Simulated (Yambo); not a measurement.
Yambo run on Sr$_{2}$H$_{3}$I (space group P-3m1, No. 164). The wavefunctions are PBEsol (Quantum ESPRESSO, PseudoDojo norm-conserving, 72 Ry, no spin-orbit coupling) ones on a 3×3×2 mesh (15 occupied bands); a = b = 4.243 Å, c = 7.683 Å, α = β = 90.00°, γ = 120.00°.

Yambo input:

```
rim_cut
gw0
dyson
el_el_corr
HF_and_locXC
ppa
em1d
RandQpts= 1000000
RandGvec= 1 Ry
EXXRLvcs= 72 Ry
VXCRLvcs= 288 Ry
Chimod= "HARTREE"
% BndsRnXp
 1 | 43 |
%
NGsBlkXp= 3 Ry
% LongDrXp
 1.0 | 1.0 | 1.0 |
%
PPAPntXp= 27.2114 eV
% GbndRnge
 1 | 43 |
%
GTermKind= "none"
DysSolver= "n"
ExtendOut
% QPkrange
 2 | 2 | 15 | 16 |
 5 | 5 | 16 | 16 |
%
```

k points by index: 2 = A, 5 = K.

Resulting energies as the program prints them:

```
#    K-point    Band    Eo [eV]    E [eV]    E-Eo [eV]    Vxc [eV]    Vnlxc [eV]    Sc|Eo [eV]    Sc|E [eV]    dSc/dw|Eo [eV]    Re(Z)    Im(Z)
#
    2    15    0.000000    -0.229890    -0.229890    -10.99573    -13.64809    2.368762    2.422471    -6.353913    0.810697    -0.001616
    2    16    2.448600    3.712612    1.264012    -8.345773    -4.005274    -2.842027    -3.076487    -5.046795    0.843548    -0.001402
    5    16    1.991670    3.401471    1.409801    -9.038456    -4.523650    -2.832324    -3.105006    -5.262651    0.837941    -0.001329
```
(The two width columns are left out.) Convergence of these settings isn't established.

Geometry of the Materials Project entry, not relaxed at this level.

The structure is a Materials Project entry; no match was found in the copy of COD used, and its stability was not checked.
